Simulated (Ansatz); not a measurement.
Computed with DFT r2SCAN, scalar-relativistic, plane waves, PAW in Ansatz 0.2.0.

Structure of ZrSiRu:

```yaml
crystal:
  lattice:
    - [6.67543, 0.00000, 0.00000]
    - [-3.33771, 5.78109, 0.00000]
    - [0.00000, 0.00000, 3.70132]
  atoms:
    - { symbol: Zr, position: [0.58544, 0.00000, 0.50000] }
    - { symbol: Zr, position: [0.41456, 0.41456, 0.50000] }
    - { symbol: Zr, position: [0.00000, 0.58544, 0.50000] }
    - { symbol: Si, position: [0.00000, 0.00000, 0.50000] }
    - { symbol: Si, position: [0.33333, 0.66667, 0.00000] }
    - { symbol: Si, position: [0.66667, 0.33333, 0.00000] }
    - { symbol: Ru, position: [0.24423, 0.00000, 0.00000] }
    - { symbol: Ru, position: [0.75577, 0.75577, 0.00000] }
    - { symbol: Ru, position: [0.00000, 0.24423, 0.00000] }
```

Settings: cutoff 500 eV, Γ-centred mesh 6×6×10 on the computed 9-atom cell, Gaussian smearing of 0.10 eV; no spin polarisation.

Levels along Γ–M–K–Γ–A–L–H–A | L–M | H–K, in eV from the Fermi level, sorted by energy at each point. Points in fractions of the primitive reciprocal vectors: Γ (0.000 0.000 0.000), M (0.500 0.000 0.000), K (0.333 0.333 0.000), A (0.000 0.000 0.500), L (0.500 0.000 0.500), H (0.333 0.333 0.500).
```
point k (1/Å, with 2π) band 45  band 46  band 47  band 48  band 49  band 50  band 51
    Γ             0.000    -1.56    -0.14     0.17     0.36     0.36     0.57     0.68
    -             0.078    -1.53    -0.20     0.14     0.38     0.38     0.48     0.68
    -             0.155    -1.46    -0.36     0.02     0.32     0.39     0.44     0.69
    -             0.233    -1.40    -0.53    -0.21     0.21     0.39     0.52     0.71
    -             0.310    -1.38    -0.69    -0.51     0.16     0.33     0.58     0.83
    -             0.388    -1.25    -0.82    -0.80     0.14     0.18     0.62     0.88
    -             0.466    -1.04    -0.97    -0.94    -0.02     0.15     0.66     0.80
    M             0.543    -1.16    -1.00    -0.82    -0.14     0.15     0.68     0.76
    -             0.588    -1.12    -1.02    -0.79    -0.14     0.13     0.69     0.75
    -             0.633    -1.06    -1.03    -0.72    -0.13     0.07     0.69     0.70
    -             0.678    -1.09    -0.91    -0.63    -0.11    -0.03     0.62     0.73
    -             0.723    -1.13    -0.77    -0.54    -0.13    -0.10     0.53     0.76
    -             0.767    -1.16    -0.64    -0.45    -0.24    -0.11     0.45     0.78
    -             0.812    -1.20    -0.51    -0.35    -0.34    -0.15     0.38     0.80
    K             0.857    -1.24    -0.42    -0.42    -0.24    -0.24     0.36     0.81
    -             0.947    -1.14    -0.52    -0.51    -0.36    -0.01     0.47     0.78
    -             1.036    -1.13    -0.76    -0.46    -0.37     0.22     0.69     0.71
    -             1.126    -1.37    -0.74    -0.32    -0.28     0.42     0.58     0.79
    -             1.216    -1.40    -0.61    -0.18    -0.04     0.49     0.50     0.69
    -             1.305    -1.44    -0.41     0.00     0.22     0.43     0.44     0.69
    -             1.395    -1.52    -0.22     0.13     0.38     0.39     0.46     0.68
    Γ             1.485    -1.56    -0.14     0.17     0.36     0.36     0.57     0.68
    -             1.606    -1.40    -0.54     0.35     0.44     0.44     0.51     0.77
    -             1.727    -1.19    -1.05     0.00     0.67     0.67     0.81     0.85
    -             1.848    -1.07    -1.07    -0.34     0.83     0.97     1.02     1.02
    -             1.970    -1.00    -1.00    -0.63     0.56     0.71     0.71     0.83
    -             2.091    -0.90    -0.90    -0.85    -0.10     0.28     0.28     0.83
    -             2.212    -0.98    -0.83    -0.83    -0.71    -0.17    -0.17     0.83
    A             2.333    -1.11    -1.03    -0.88    -0.88    -0.38    -0.38     0.82
    -             2.411    -1.12    -1.03    -0.90    -0.87    -0.44    -0.42     0.82
    -             2.489    -1.12    -1.05    -1.00    -0.87    -0.54    -0.51     0.80
    -             2.566    -1.20    -1.12    -1.07    -0.94    -0.60    -0.56     0.79
    -             2.644    -1.26    -1.10    -1.10    -1.09    -0.61    -0.56     0.79
    -             2.722    -1.29    -1.26    -1.12    -1.07    -0.60    -0.54     0.79
    -             2.799    -1.44    -1.26    -1.14    -1.05    -0.59    -0.52     0.80
    L             2.877    -1.50    -1.26    -1.14    -1.04    -0.58    -0.52     0.80
    -             2.922    -1.51    -1.26    -1.15    -1.03    -0.58    -0.52     0.80
    -             2.966    -1.54    -1.26    -1.16    -1.01    -0.58    -0.52     0.78
    -             3.011    -1.59    -1.26    -1.17    -0.99    -0.58    -0.52     0.76
    -             3.056    -1.65    -1.25    -1.18    -0.96    -0.58    -0.52     0.74
    -             3.101    -1.69    -1.25    -1.20    -0.94    -0.57    -0.53     0.73
    -             3.146    -1.73    -1.24    -1.22    -0.93    -0.56    -0.54     0.72
    H             3.191    -1.77    -1.23    -1.23    -0.92    -0.55    -0.55     0.72
    -             3.280    -1.60    -1.25    -1.20    -0.94    -0.57    -0.53     0.73
    -             3.370    -1.40    -1.25    -1.16    -0.99    -0.59    -0.52     0.74
    -             3.459    -1.25    -1.20    -1.12    -1.05    -0.61    -0.54     0.76
    -             3.549    -1.26    -1.10    -1.08    -1.00    -0.61    -0.56     0.78
    -             3.639    -1.12    -1.06    -1.05    -0.88    -0.57    -0.53     0.80
    -             3.728    -1.12    -1.04    -0.91    -0.87    -0.45    -0.43     0.81
    A             3.818    -1.11    -1.03    -0.88    -0.88    -0.38    -0.38     0.82
    L             3.818    -1.50    -1.26    -1.14    -1.04    -0.58    -0.52     0.80
    -             3.939    -1.51    -1.29    -1.24    -0.89    -0.29    -0.19     0.79
    -             4.061    -1.69    -1.21    -1.15    -0.52     0.17     0.35     0.77
    -             4.182    -1.53    -1.17    -1.03    -0.11     0.54     0.64     0.81
    -             4.303    -1.27    -1.16    -0.92     0.20     0.54     0.54     1.03
    -             4.424    -1.18    -1.04    -0.85     0.27     0.39     0.41     1.20
    -             4.546    -1.21    -0.94    -0.84     0.00     0.22     0.55     0.98
    M             4.667    -1.16    -1.00    -0.82    -0.14     0.15     0.68     0.76
    H             4.667    -1.77    -1.23    -1.23    -0.92    -0.55    -0.55     0.72
    -             4.788    -1.79    -1.29    -1.29    -0.78    -0.26    -0.26     0.73
    -             4.909    -1.76    -1.25    -1.25    -0.42     0.23     0.23     0.79
    -             5.031    -1.72    -1.13    -1.13    -0.04     0.60     0.60     0.89
    -             5.152    -1.53    -0.99    -0.99     0.23     0.66     0.66     1.04
    -             5.273    -1.34    -0.85    -0.85     0.34     0.43     0.43     0.98
    -             5.394    -1.25    -0.65    -0.65     0.07     0.07     0.36     0.85
    K             5.516    -1.24    -0.42    -0.42    -0.24    -0.24     0.36     0.81
```